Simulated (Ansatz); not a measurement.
In PBEsol in the plane-wave PAW code Ansatz, ZrTa in the CsCl type structure (Pm-3m) relaxes to a = 3.396 Å. Against the elements it lies at 0.20 eV/atom, with no fitted shifts.

Electronic character: metallic (no gap). Gap from PBEsol with spin–orbit coupling: none (metallic).

An equation-of-state fit gives a bulk modulus of 138 GPa. The relaxed-ion elastic constants in GPa are C11 = 163, C12 = 128, C44 = 40.6. The elastic constants imply a Debye temperature near 198 K. The highest mode at Γ lies at 172 cm⁻¹.

The start of the workflow was typed in or built on a structure type; neither database checked (COD, Materials Project) lists it. Whether it is the stable phase at ambient conditions was not checked. Symmetry was held in the PBEsol relaxation; its stability against distortions is not shown here. The run is not spin-polarised. Its formation energy is positive at this level, so the cell may be metastable or incomplete. As this level gives no gap, shear constants depend on the k-mesh and smearing (Fermi–Dirac, 0.1 eV here). As this level gives no gap, phonon frequencies hold no LO–TO term and depend on the k-mesh and smearing (Fermi–Dirac, 0.1 eV here). The references are the lowest solids computed at this level, not always the standard phases. Scalar-relativistic: spin–orbit coupling is off unless named, which matters more the heavier the elements.

Potentials: the later of the program's two PAW sets.
